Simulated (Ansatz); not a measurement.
The start is a generated trial cell of Hf in the dhcp structure type. A full variable-cell relaxation at zero pressure is run with r2SCAN (plane waves to 500 eV, PAW, scalar-relativistic; Ansatz, a first-principles code). The first steps use a coarse 12×12×4 k-mesh.

Initial structure:
```
CELL_PARAMETERS angstrom
      3.18216     0.00000     0.00000
     -1.59108     2.75583     0.00000
      0.00000     0.00000    10.23863
ATOMIC_POSITIONS crystal
  Hf 0.00000 0.00000 0.00000
  Hf 0.00000 0.00000 0.50000
  Hf 0.33333 0.66667 0.25000
  Hf 0.66667 0.33333 0.75000
```

### Question
How much energy is released per atom?

### Answer
Under 0.01 eV/atom.

### Question
How do the shortest distances between atoms change?

### Answer
The closest pairs of elements (up to four, under 3.6 Å), start → end: Hf–Hf 3.15 → 3.15 Å.

### Question
What band gap does the relaxed structure have at this level?

### Answer
Zero (metallic).

### Question
Give the final cell and atomic positions.

### Answer

```cif
data_Hf4
_chemical_formula_sum 'Hf4'
_space_group_name_H-M_alt 'P63/mmc'
_space_group_IT_number 194
_space_group_name_Hall '-P 6c 2c'
_cell_length_a 3.19266
_cell_length_b 3.19266
_cell_length_c 10.19812
_cell_angle_alpha 90.000
_cell_angle_beta 90.000
_cell_angle_gamma 120.000
loop_
_atom_site_label
_atom_site_type_symbol
_atom_site_symmetry_multiplicity
_atom_site_Wyckoff_symbol
_atom_site_fract_x
_atom_site_fract_y
_atom_site_fract_z
_atom_site_occupancy
Hf1 Hf 2 a 0.00000 0.00000 0.00000 1
Hf2 Hf 2 c 0.33333 0.66667 0.25000 1
```

The space group stays P6₃/mmc (No. 194) (the run could not lower it); the end is AFLOW prototype A_hP4_194_ac (A3', as in La), with 4 atoms in the primitive cell. Final values are on a 17×17×5 k-mesh of the relaxed cell. No spin polarisation in the result.

The run could not lose the symmetry of its start: the end is stationary, and may be a saddle point rather than a minimum.

All atoms sit on sites fixed by symmetry, so only the cell could relax.

The relaxed structure here is a generated cell of Hf: the first start was made by placing the elements on the sites of a structure type, and the end was not matched to a known phase here, so it may be hypothetical. A known form of Hf has the same space group; whether the sites agree was not checked.
